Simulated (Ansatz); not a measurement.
Zr (hcp, Mg type)

```xyz
2
Lattice="3.2316 0.0000 0.0000 -1.6158 2.7986 0.0000 0.0000 0.0000 5.1736" Properties=species:S:1:pos:R:3 pbc="T T T"
Zr     0.0000     1.8658     3.8802
Zr     1.6158     0.9329     1.2934
```

The atoms are displaced by Q × the pattern below (from a DFPT mode at Γ, largest move 1; Q in Å), at fixed cell.

```tsv
atom	x	y	z
Zr1	0.000	0.000	1.000
Zr2	0.000	0.000	-1.000
```

The numbers are results of PBE (plane waves to 420 eV, PAW, scalar-relativistic; Ansatz, a quantum-chemistry and plane-wave program), not measurements. k mesh 17×17×9 (Γ-centred), Fermi-Dirac smearing 0.05 eV. The energy includes the smearing's −TS. With partly filled bands, energies and forces of such displacements shift with the k mesh and the smearing. The PAW data are Ansatz's earlier set. Zr is run without spin polarisation. Zr was relaxed with its symmetry unable to fall. The zero of ΔE is the undisplaced structure. The last digit holds for this mesh only.

| Q (Å) | ΔE (meV/cell) |
|---|---|
| -0.1000 | 90.6 |
| -0.0833 | withheld |
| -0.0667 | 37.6 |
| -0.0500 | 20.4 |
| -0.0333 | 8.7 |
| -0.0167 | 2.1 |
| 0.0000 | 0.0 |
| 0.0167 | 2.1 |
| 0.0333 | 8.7 |
| 0.0500 | 20.4 |
| 0.0667 | 37.6 |
| 0.0833 | withheld |
| 0.1000 | 90.6 |

Problem. Fit an even polynomial form (powers 2, 4) to the given rows and predict ΔE at Q = 0.0833.

Solution. Least squares on the 11 given rows: ΔE = (7900)·Q² + (116200)·Q⁴, in meV/cell with Q in Å; root-mean-square residual 0.12 meV/cell. At 0.0833 the fit gives 60.4 meV/cell; the calculation gives 60.9 meV/cell, so the interpolation is off by -0.5 (-0.8 %). The quadratic term alone would give 54.8 meV/cell.

(A displaced cell: forces are minus the slopes of the energy, force constants its curvatures, and phonons follow from these.)
